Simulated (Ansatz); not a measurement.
TePb in space group P4/nmm (No. 129; Pb on 2c, Te on 2a) at seven volumes, PBE (plane waves, PAW; program Ansatz), shape and atoms relaxed at each. One row is withheld.

```
V (Å³/atom)  P (GPa)
-----------  -------
31.625          2.14
32.668          1.21
33.711             ?
34.753         -0.01
35.796         -0.41
36.838         -0.72
37.881         -0.90
```

Fit the shown pressures and predict the withheld one.

P = (3/2)B₀(x^(7/2) − x^(5/2))[1 + (3/4)(B′ − 4)(x − 1)] with x = (V₀/V)^(2/3). Least squares on the six rows gives V₀ = 34.712 Å³/atom, B₀ = 15.5 GPa, B′ = 8.77. At V = 33.711, x = 1.0197 and P = 0.51 GPa. The run itself gave 0.55 GPa.

The cell is a constructed one: a structure type filled with these elements; neither database checked (COD, Materials Project) lists it. It is not the phase usual at ambient conditions (space group No. 225). The cell was relaxed with PBE under the symmetry of its start; its stability against distortions is not shown here. A crystal of weakly bound layers computed without a dispersion correction: the cell and the soft elastic constants depend strongly on that. Spin–orbit coupling is left out wherever it is not named.

Potentials: the later of the program's two PAW sets.
